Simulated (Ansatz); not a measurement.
# KMgH$_{3}$: computed property card

KMgH$_{3}$:
```xyz
5
Lattice="3.9920 0.0000 0.0000 0.0000 3.9920 0.0000 0.0000 0.0000 3.9920" Properties=species:S:1:pos:R:3 pbc="T T T"
K      0.0000     0.0000     0.0000
Mg     1.9960     1.9960     1.9960
H      1.9960     0.0000     1.9960
H      0.0000     1.9960     1.9960
H      1.9960     1.9960     0.0000
```

Space group Pm-3m (No. 221), cubic perovskite; conventional cell a = b = c = 3.9920 Å, α = β = γ = 90.00°.

Method: DFT-r²SCAN in the program Ansatz with PAW potentials. The cell and atoms are relaxed at this level. Other levels are named where they apply.

Cell and energy:

- Volume per atom: 12.72 Å³
- Density: 1.73 g/cm³
- Formation energy from the elements (no fitted shifts): -0.36 eV/atom

Electronic structure:

- Band gap: 3.20 eV (indirect)
- Valence-band maximum: at X
- Conduction-band minimum: at R
- Smallest direct gap on the standard path: 5.30 eV
- Electron effective mass: 0.37 mₑ (isotropic)
- Hole effective mass: 0.55, 0.55, 1.9 mₑ (principal values)
- HSE06 gap on the r²SCAN cell: 3.56 eV

Mechanics:

- Bulk modulus (Birch–Murnaghan fit) = 37.5 GPa
- Pressure derivative B′ = 3.7

Charges:

Bader charges: K +0.78, Mg +1.65, H -0.81 e

The first step of the workflow began from a Materials Project structure, measured or hypothetical; the Crystallography Open Database files this formula in space group No. 221, but the cells were not matched. Its standing as an ambient phase is unchecked. Symmetry was held in the r²SCAN relaxation; whether a distortion lowers the energy is not shown. The references are the lowest solids computed at this level, not always the standard phases (solids in place of the gases).

Potentials: the later of the program's two PAW sets.
